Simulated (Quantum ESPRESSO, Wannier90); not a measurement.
BaF2 (fluorite), plane waves to Wannier functions

Structure: Materials Project mp-1029, symmetrised, not relaxed again. COD (Crystallography Open Database) has an entry of this formula and space group (matched by these alone). Level: PBEsol, no spin polarisation, no spin-orbit coupling; pw.x of Quantum ESPRESSO at 68 Ry with PseudoDojo potentials, 8×8×8 k-points, Wannier90. Density: 8×8×8 mesh, cold smearing 0.01 Ry. Spin-orbit coupling is left out although heavy elements are present.

```
begin unit_cell_cart
ang
    0.0000000000    3.1128650000    3.1128650000
    3.1128650000    0.0000000000    3.1128650000
    3.1128650000    3.1128650000    0.0000000000
end unit_cell_cart
mp_grid = 8 8 8
```

Task: Which shells of neighbouring k-points and which b-vectors and weights does Wannier90 pick for this cell and mesh?

Result: 
```
 *---------------------------------- K-MESH ----------------------------------*
 +----------------------------------------------------------------------------+
 |                    Distance to Nearest-Neighbour Shells                    |
 |                    ------------------------------------                    |
 |          Shell             Distance (Ang^-1)          Multiplicity         |
 |          -----             -----------------          ------------         |
 |             1                   0.218504                      8            |
 |             2                   0.252307                      6            |
 |             3                   0.356816                     12            |
 |             4                   0.418404                     24            |
 |             5                   0.437009                      8            |
 |             6                   0.504614                      6            |
 |             7                   0.549891                     24            |
 |             8                   0.564176                     24            |
       ... (lines left out)
 +----------------------------------------------------------------------------+
 | The b-vectors are chosen automatically                                     |
 | The following shells are used:                       1                     |
 +----------------------------------------------------------------------------+
 |                        Shell   # Nearest-Neighbours                        |
 |                        -----   --------------------                        |
 |                          1               8                                 |
 +----------------------------------------------------------------------------+
 | Completeness relation is fully satisfied [Eq. (B1), PRB 56, 12847 (1997)]  |
 +----------------------------------------------------------------------------+
 |                  b_k Vectors (Ang^-1) and Weights (Ang^2)                  |
 |                  ----------------------------------------                  |
 |            No.         b_k(x)      b_k(y)      b_k(z)        w_b           |
 |            ---        --------------------------------     --------        |
 |             1         0.126154    0.126154   -0.126154     7.854360        |
 |             2         0.126154   -0.126154    0.126154     7.854360        |
 |             3        -0.126154    0.126154    0.126154     7.854360        |
 |             4         0.126154    0.126154    0.126154     7.854360        |
 |             5        -0.126154   -0.126154    0.126154     7.854360        |
 |             6        -0.126154    0.126154   -0.126154     7.854360        |
 |             7         0.126154   -0.126154   -0.126154     7.854360        |
 |             8        -0.126154   -0.126154   -0.126154     7.854360        |
```
